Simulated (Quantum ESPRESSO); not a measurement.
## Calculated data, InGa₃P₄ (made-up cell)

Calculation on a made-up crystal cell, not a measurement, with one named mistake planted (healthy values lack it): periodic Kohn-Sham density functional theory in plane waves with PseudoDojo standard norm-conserving scalar-relativistic pseudopotentials, each functional with its own files (v0.5 for PBE, v0.4.1 for LDA and PBEsol), no spin polarisation, no spin-orbit coupling, atoms not relaxed, stress positive in tension, energies less a fixed whole-eV offset for each atom's element; levels are Kohn-Sham levels at fractions of this cell's reciprocal vectors, counted from the reference band (half the neutral cell's valence electrons, rounded up) at Gamma; error bars cover cutoff and k-mesh only, not smearing or the files; a charged cell sits in a uniform background, with energy and stress on this program's zero of potential; each bar is the largest change over components, and at least 0.002 eV, 0.002 eV per angstrom or 0.02 GPa; energies are for the whole cell, and the offsets were chosen from early runs and are not element reference energies; a distance is the largest change of any value in units of its error bar, a scale change is of lengths, and a coarse mesh keeps the half-step shift. Program: Quantum ESPRESSO 7.5.

```cif
# cell vector a (Å): 5.5924 0.0715 0.0531
# cell vector b (Å): 0.0715 5.5198 0.0475
# cell vector c (Å): 0.0531 0.0475 5.4433
data_InGa3P4
_symmetry_space_group_name_H-M 'P 1'
_symmetry_Int_Tables_number 1
_cell_length_a 5.5931
_cell_length_b 5.5205
_cell_length_c 5.4438
_cell_angle_alpha 89.000
_cell_angle_beta 88.891
_cell_angle_gamma 88.521
_cell_volume 167.97
loop_
_atom_site_label
_atom_site_type_symbol
_atom_site_fract_x
_atom_site_fract_y
_atom_site_fract_z
_atom_site_occupancy
Ga1 Ga 0.99297 0.99905 0.00517 1
Ga2 Ga 0.99441 0.50815 0.50717 1
Ga3 Ga 0.50515 0.00799 0.50896 1
In1 In 0.49502 0.50241 0.99836 1
P1 P 0.25112 0.24995 0.24939 1
P2 P 0.24738 0.75199 0.74511 1
P3 P 0.74960 0.24338 0.74501 1
P4 P 0.74489 0.75586 0.24501 1
_calc_lattice_type 'zincblende/diamond'
_calc_intended_functional 'pbe'
_calc_intended_cutoff 1088  # eV
_calc_intended_fermi_dirac_smearing 0.025  # eV
_calc_intended_scf_tolerance 1e-07  # eV
_calc_intended_electrons_removed 0
_calc_healthy_free_energy_less_offsets -3.13  # eV
_calc_healthy_smearing_term_minus_ts 0  # eV
_calc_healthy_scf_iterations 10
_calc_healthy_pressure 5.43  # GPa
_calc_healthy_stress_xx -4.51  # GPa
_calc_healthy_stress_yy -5.57  # GPa
_calc_healthy_stress_zz -6.2  # GPa
_calc_healthy_stress_yz 2.04  # GPa
_calc_healthy_stress_xz 1.01  # GPa
_calc_healthy_stress_xy 0.83  # GPa
_calc_fault_kind 'coarse kmesh'
_calc_fault_k_points_along_each_vector 2
_calc_intended_k_mesh '4 x 4 x 4, shifted by half a step'
_calc_structure_shown 'as intended, without the mistake'
_calc_faulty_stress_yy ?
_calc_faulty_stress_yz ?
_calc_faulty_pressure ?
```

Atoms:
| atoms element | atom site | atom energy offset (eV) |
| --- | --- | --- |
| Ga | 1 | -2080 |
| Ga | 2 | -2080 |
| Ga | 3 | -2080 |
| In | 4 | -1808 |
| P | 5 | -189 |
| P | 6 | -189 |
| P | 7 | -189 |
| P | 8 | -189 |

Healthy forces:
| site | x (eV/Å) | y (eV/Å) | z (eV/Å) |
| --- | --- | --- | --- |
| 1 | 0.631 | 0.218 | -0.103 |
| 2 | 0.241 | -0.211 | -0.525 |
| 3 | -0.42 | -0.271 | -0.536 |
| 4 | 0.536 | 0.034 | 0.14 |
| 5 | -1.436 | -0.993 | 1.168 |
| 6 | -1.135 | 1.135 | -0.845 |
| 7 | 0.939 | -0.292 | -0.428 |
| 8 | 0.645 | 0.38 | 1.13 |

Questions
1. Give the missing faulty stress yy for InGa₃P₄ (made-up cell).
2. InGa₃P₄ (made-up cell): faulty stress yz?
3. Give the missing faulty pressure for InGa₃P₄ (made-up cell).
4. Give the table of faulty forces values for InGa₃P₄ (made-up cell).

Calculated values
1. -5.911 GPa
2. 1.982 GPa
3. 5.764 GPa
4. 
Faulty forces:
| site | x (eV/Å) | y (eV/Å) | z (eV/Å) |
| --- | --- | --- | --- |
| 1 | 0.6247 | 0.2095 | -0.1169 |
| 2 | 0.2434 | -0.2224 | -0.5401 |
| 3 | -0.4278 | -0.2767 | -0.555 |
| 4 | 0.5277 | 0.02723 | 0.1363 |
| 5 | -1.435 | -0.99 | 1.187 |
| 6 | -1.138 | 1.148 | -0.8356 |
| 7 | 0.9454 | -0.2932 | -0.4254 |
| 8 | 0.6593 | 0.3979 | 1.15 |

Further results for InGa₃P₄ (made-up cell):

```
faulty free energy less offsets     : -2.648 eV
faulty smearing term minus ts       : 0 eV
faulty scf iterations               : 10
faulty stress xx                    : -4.842 GPa
faulty stress zz                    : -6.538 GPa
faulty stress xz                    : 0.9682 GPa
faulty stress xy                    : 0.7779 GPa
other mistakes run                  : 7
distance from healthy               : 50.77 error bars
distance from nearest other mistake : 54.48 error bars
healthy error bar energy            : 0.009507 eV
healthy error bar stress            : 0.02175 GPa
healthy error bar force             : 0.002 eV/Å
```
